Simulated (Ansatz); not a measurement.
## B: reading a single point

```xyz
15
Lattice="2.7911 1.6115 4.0168 -2.7911 1.6115 4.0168 0.0000 -3.2229 4.0168" Properties=species:S:1:pos:R:3 pbc="T T T"
B     0.0000    0.0000    6.0252
B     1.3615   -0.7861    7.7279
B     0.0000    1.5721    7.7279
B    -1.3615   -0.7861    7.7279
B    -1.3615    0.7861    4.3224
B     1.3615    0.7861    4.3224
B     0.0000   -1.5721    4.3224
B    -0.9029    0.5213    1.3717
B     0.0000   -1.0426    1.3717
B     0.9029    0.5213    1.3717
B     0.9029   -0.5213   10.6786
B    -0.9029   -0.5213   10.6786
B     0.0000    1.0426   10.6786
B     0.0000    0.0000    7.4615
B     0.0000    0.0000    4.5888
```

Method: LDA, no spin polarisation; PAW, plane waves to 420 eV, 6×6×6 Γ-centred mesh, fermi-dirac occupations (width 0.1 eV) (Ansatz 0.2.0), atoms fixed.

Question: Metal or insulator?

Answer: It is a metal, with about 5.5 states/eV a cell as the mean within 0.25 eV of the Fermi level, mostly B p (92 %).

Question: Which atom feels the largest force, and which way?

Answer: The largest is on B15 (and as large on other atoms): 4.92 eV/Å, components (0.00, 0.00, -4.92). It makes 180° with the line to a nearest neighbour, B1 at 1.44 Å, pointing away from it.

Question: What does the stress say?

Answer: The pressure is 15.0 GPa (compression positive), so with the atoms held at these fractions the cell would first expand; the forces are large, so a full relaxation may end otherwise.

Origin: a database entry at a rescaled volume. Caveats: forces this large suggest misplaced atoms in the database entry; atoms or cell far from equilibrium.
